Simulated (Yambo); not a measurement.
G0W0@LDA for BaTiO3 (space group R3m, No. 160) in Yambo. Reference settings: 4×4×4 Γ-centred k mesh, bands 2 to 127 and a 8 Ry block in the screening, 127 bands in G with the Bruneval-Gonze terminator, plasmon pole fitted at 27.2 eV. The LDA gap Z → Γ on this mesh is 2.33 eV; G0W0 gaps are taken between the same points.

The settings were changed. The gap went from 4.04 eV to 4.07 eV, and the shift of the valence edge from -0.37 eV to -0.01 eV.

### Question
What was changed between the two runs?
A. 2×2×2 mesh
B. wavefunctions cut at 10 Ry
C. 35 bands in W, 35 bands in G, 2 Ry block
D. 35 bands in W, 35 bands in G, 3 Ry block

### Answer
B, wavefunctions cut at 10 Ry. The others gave (gap, valence shift): 2×2×2 mesh: 4.02, -0.27 eV; 35 bands in W, 35 bands in G, 2 Ry block: 5.16, -0.56 eV; 35 bands in W, 35 bands in G, 3 Ry block: 4.56, -0.22 eV.

Geometry of the Materials Project entry, not relaxed at this level; primitive cell a = b = c = 4.0338 Å, α = β = γ = 89.84°.

A shift is the quasiparticle energy of the state minus its LDA energy.
